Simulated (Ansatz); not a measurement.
The relaxed structure here is a generated cell of MgO: the first start was made by placing the elements on the sites of a structure type, and the end was not matched to a known phase here, so it may be hypothetical. Known forms of MgO include space group No. 225.

A relaxed structure of MgO. The numbers are results of PBEsol (plane waves to 420 eV, PAW, scalar-relativistic; Ansatz, a program for electronic structure), not measurements.

```cif
data_Mg2O2
_chemical_formula_sum 'Mg2 O2'
_space_group_name_H-M_alt 'P 1'
_space_group_IT_number 1
_cell_length_a 2.98951
_cell_length_b 2.98951
_cell_length_c 5.39181
_cell_angle_alpha 90.000
_cell_angle_beta 90.000
_cell_angle_gamma 90.000
loop_
_space_group_symop_operation_xyz
  'x, y, z'
loop_
_atom_site_label
_atom_site_type_symbol
_atom_site_fract_x
_atom_site_fract_y
_atom_site_fract_z
_atom_site_occupancy
Mg1 Mg 0.00000 0.50000 0.00000 1
Mg2 Mg 0.50000 0.00000 0.50000 1
O1 O 0.00000 0.00000 0.25000 1
O2 O 0.00000 0.00000 0.75000 1
```

### Question
Find the space group and the Wyckoff positions (tolerance 0.01 Å).

### Answer
Space group P4₂/mmc (No. 131); a = b = 2.9895 Å, c = 5.3918 Å, α = β = γ = 90.00°

```json
[
 {"atom": "Mg", "site": "2c", "symmetry": "mmm.", "x": "0.0000", "y": "0.5000", "z": "0.0000"},
 {"atom": "O", "site": "2e", "symmetry": "-4m2", "x": "0.0000", "y": "0.0000", "z": "0.2500"}
]
```

### Question
Give the shortest distances between elements (the closest pairs, up to four, under 3.6 Å).

### Answer
Mg–O 2.01 Å; O–O 2.70 Å; Mg–Mg 2.99 Å.

```json
{
 "volume_per_atom": "12.05 Å³",
 "band_gap": "1.18 eV, indirect (valence top at M, conduction bottom at Γ) (no spin-orbit coupling)",
 "smallest_direct_gap": "1.33 eV at Γ"
}
```

No spin polarisation in the result.

The run could not lose the symmetry of its start, so the end can be a saddle point.

All atoms sit on sites fixed by symmetry, so only the cell could relax.
